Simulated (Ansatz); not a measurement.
Al₂O₃:
```yaml
crystal:
  lattice:
    - [2.37884, 1.37342, 4.33075]
    - [-2.37884, 1.37342, 4.33075]
    - [0.00000, -2.74685, 4.33075]
  atoms:
    - { symbol: Al, position: [0.14816, 0.14816, 0.14816] }
    - { symbol: Al, position: [0.85184, 0.85184, 0.85184] }
    - { symbol: Al, position: [0.35184, 0.35184, 0.35184] }
    - { symbol: Al, position: [0.64816, 0.64816, 0.64816] }
    - { symbol: O, position: [0.94368, 0.55632, 0.25000] }
    - { symbol: O, position: [0.05632, 0.44368, 0.75000] }
    - { symbol: O, position: [0.25000, 0.94368, 0.55632] }
    - { symbol: O, position: [0.75000, 0.05632, 0.44368] }
    - { symbol: O, position: [0.55632, 0.25000, 0.94368] }
    - { symbol: O, position: [0.44368, 0.75000, 0.05632] }
```

Relaxed with r²SCAN.

Give the Bader charges and basin volumes of the independent atoms, r²SCAN (plane waves, PAW; program Ansatz).



| atom | Bader charge (e) | Bader volume (Å³) |
|---|---|---|
| Al1 | +2.59 | 3.2 |
| O5 | -1.73 | 12.0 |

Space group R-3c (corundum). The r²SCAN relaxation kept the symmetry of its start.

Potentials: the earlier of the program's two PAW sets.
